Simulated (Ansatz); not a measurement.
GaRu3C:
```yaml
crystal:
  lattice:
    - [4.01984, 0.00000, 0.00000]
    - [0.00000, 4.01984, 0.00000]
    - [0.00000, 0.00000, 4.01984]
  atoms:
    - { symbol: Ga, position: [0.00000, 0.00000, 0.00000] }
    - { symbol: Ru, position: [0.00000, 0.50000, 0.50000] }
    - { symbol: Ru, position: [0.50000, 0.00000, 0.50000] }
    - { symbol: Ru, position: [0.50000, 0.50000, 0.00000] }
    - { symbol: C, position: [0.50000, 0.50000, 0.50000] }
```

Relaxed with PBE. Special points in fractions of this cell's reciprocal vectors: Γ (0.000, 0.000, 0.000); X (0.000, 0.500, 0.000); M (0.500, 0.500, 0.000); R (0.500, 0.500, 0.500).

Problem. List the band energies nearest the Fermi level at these points for DFT-PBE in the program Ansatz with PAW potentials.

Solution. In eV from the Fermi level; about four levels below and three above (degenerate sets whole), none deeper than 8.9 eV; points with the same levels are listed once.

```csv
k,below,above
Γ,-0.76 -0.76 -0.76 -0.55 -0.55,1.35 1.42 1.42 1.42
X,-0.90 -0.90 -0.68 -0.05,1.43 1.73 1.73
M,-0.94 -0.62 -0.58 -0.04,0.29 2.04 2.04
R,-1.44 -1.44 -1.44 -0.13 -0.13,1.16 1.16 1.16
```

Space group Pm-3m (anti-perovskite). The start of the workflow was typed in or built on a structure type; neither database checked (COD, Materials Project) lists it. Whether it is the stable phase at ambient conditions was not checked. Symmetry was held in the PBE relaxation; its stability against distortions is not shown here. No spin polarisation was allowed. Spin–orbit coupling is left out wherever it is not named.

Potentials: the later of the program's two PAW sets.
